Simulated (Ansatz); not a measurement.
Values for one crystal, relaxed and computed with PBEsol in the plane-wave PAW code Ansatz; other levels are named.

Volume per atom: 20.55 Å³
Electronic character: metallic (no gap)
Bulk modulus (Birch–Murnaghan fit): 559 kbar
Density of states at the Fermi level: 0.18 states/eV per atom (mean over ±0.08 eV)
Pressure derivative B′: 5.0
Formation energy from the elements (no fitted shifts): -0.45 eV/atom

Problem. Which compound is it?
A) SrGa4, I4/mmm (Sr on 2a, Ga on 4e, Ga on 4d)
B) GaBi, rock salt
C) NbGa3, I4/mmm (Ga on 2b, Ga on 4d, Nb on 2a)
D) GaPt, P2_13 (Ga on 4a, Pt on 4a)

Solution. A, SrGa4, I4/mmm (Sr on 2a, Ga on 4e, Ga on 4d)

The workflow started from an entry of the Crystallography Open Database (COD). Whether it is the stable phase at ambient conditions was not checked. The cell was relaxed with PBEsol under the symmetry of its start; whether a distortion lowers the energy is not shown. The references are the lowest solids computed at this level, not always the standard phases. Spin–orbit coupling is left out wherever it is not named.

Potentials: the later of the program's two PAW sets.
